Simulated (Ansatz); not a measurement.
Given:

Starting cell, Mo₃Os (A15, Cr3Si type):

```yaml
crystal:
  lattice:
    - [9.83177, 0.00000, 0.00000]
    - [4.91589, 4.91589, 0.00000]
    - [0.00000, 0.00000, 4.91589]
  atoms:
    - { symbol: Mo, position: [0.12500, 0.00000, 0.50000] }
    - { symbol: Mo, position: [0.62500, 0.00000, 0.50000] }
    - { symbol: Mo, position: [0.37500, 0.00000, 0.50000] }
    - { symbol: Mo, position: [0.87500, 0.00000, 0.50000] }
    - { symbol: Mo, position: [0.87500, 0.75000, 0.00000] }
    - { symbol: Mo, position: [0.37500, 0.75000, 0.00000] }
    - { symbol: Mo, position: [0.12500, 0.25000, 0.00000] }
    - { symbol: Mo, position: [0.62500, 0.25000, 0.00000] }
    - { symbol: Mo, position: [0.75000, 0.50000, 0.75000] }
    - { symbol: Mo, position: [0.25000, 0.50000, 0.75000] }
    - { symbol: Mo, position: [0.75000, 0.50000, 0.25000] }
    - { symbol: Mo, position: [0.25000, 0.50000, 0.25000] }
    - { symbol: Os, position: [0.00000, 0.00000, 0.00000] }
    - { symbol: Os, position: [0.50000, 0.00000, 0.00000] }
    - { symbol: Os, position: [0.00000, 0.50000, 0.50000] }
    - { symbol: Os, position: [0.50000, 0.50000, 0.50000] }
```

The atoms are displaced by Q × the pattern below (from a DFPT mode at M = (0.5, 0.5, 0.0), largest move 1; Q in Å), at fixed cell. (q is in reciprocal vectors of the primitive cell; the cell shown is doubled to hold the pattern.)

```csv
atom,x,y,z
Mo1,0.000,0.920,0.000
Mo2,0.000,-0.920,0.000
Mo3,0.000,-0.920,0.000
Mo4,0.000,0.920,0.000
Mo5,0.920,0.000,0.000
Mo6,-0.920,0.000,0.000
Mo7,0.920,0.000,0.000
Mo8,-0.920,0.000,0.000
Mo9,0.000,0.000,0.086
Mo10,0.000,0.000,-0.086
Mo11,0.000,0.000,-0.086
Mo12,0.000,0.000,0.086
Os13,0.000,1.000,0.000
Os14,0.000,-1.000,0.000
Os15,1.000,0.000,0.000
Os16,-1.000,0.000,0.000
```

Computed with LDA (plane waves to 420 eV, PAW, scalar-relativistic; Ansatz, a quantum-chemistry and plane-wave program). k mesh 10×10×10 (Γ-centred), Fermi-Dirac smearing 0.05 eV. Energies are smeared free energies. With partly filled bands, energies and forces of such displacements shift with the k mesh and the smearing. Mo3Os is run without spin polarisation. Mo3Os was relaxed with its symmetry unable to fall. Spin-orbit coupling is left out, though Os is heavy. The zero of ΔE is the undisplaced structure.

The scan covers Q from -0.280 to 0.280 Å in 13 points.

Which space group does the distorted structure have?

P4_2/mnm (No. 136), lowered from Pm-3n.

Is this a single well or a double well?

A single well with its minimum at or next to zero displacement.

What is the energy change at Q = 0.280 Å?

2953 meV/cell.

What harmonic wavenumber does the curvature at Q = 0 give?

108 cm⁻¹.

(A displaced cell: forces are minus the slopes of the energy, force constants its curvatures, and phonons follow from these.)
